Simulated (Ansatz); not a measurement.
PtSe2: computed property card

PtSe2:
```xyz
6
Lattice="5.4789 0.0000 0.0000 0.0000 5.9811 0.0000 0.0000 0.0000 3.9152" Properties=species:S:1:pos:R:3 pbc="T T T"
Pt     0.0000     0.0000     0.0000
Pt     2.7394     2.9906     1.9576
Se     1.2794     2.2523     0.0000
Se     4.0188     0.7382     1.9576
Se     1.4601     5.2429     1.9576
Se     4.1995     3.7288     0.0000
```

Space group Pnnm (No. 58); conventional cell a = 5.4789 Å, b = 5.9811 Å, c = 3.9152 Å, α = β = γ = 90.00°.

Method: PBE (plane waves, PAW; program Ansatz). Geometry: relaxed at this level of theory. Other levels are named where they apply.

Cell and energy:

| Quantity | Value |
|---|---|
| Volume per atom | 21.38 Å³ |
| Density | 9.14 g/cm³ |
| Formation energy from the elements (no fitted shifts) | -0.21 eV/atom |

Electronic structure:

| Quantity | Value |
|---|---|
| Electronic character | metallic (no gap) |
| Density of states at the Fermi level | 0.47 states/eV per atom (mean over ±0.08 eV) |

Mechanics:

| Item | Value |
|---|---|
| Bulk modulus (Birch–Murnaghan fit) | 97.5 GPa |
| Pressure derivative B′ | 5.4 |

A made-up cell: these elements were put on the sites of a structure type; neither database checked (COD, Materials Project) lists it. COD files the formula under space group No. 164, so this cell is another polymorph or a model. Its standing as an ambient phase is unchecked. The cell was relaxed with PBE under the symmetry of its start; whether a distortion lowers the energy is not shown. The run is not spin-polarised. The references are the lowest solids computed at this level, not always the standard phases. Spin–orbit coupling is left out wherever it is not named.

Potentials: the later of the program's two PAW sets.
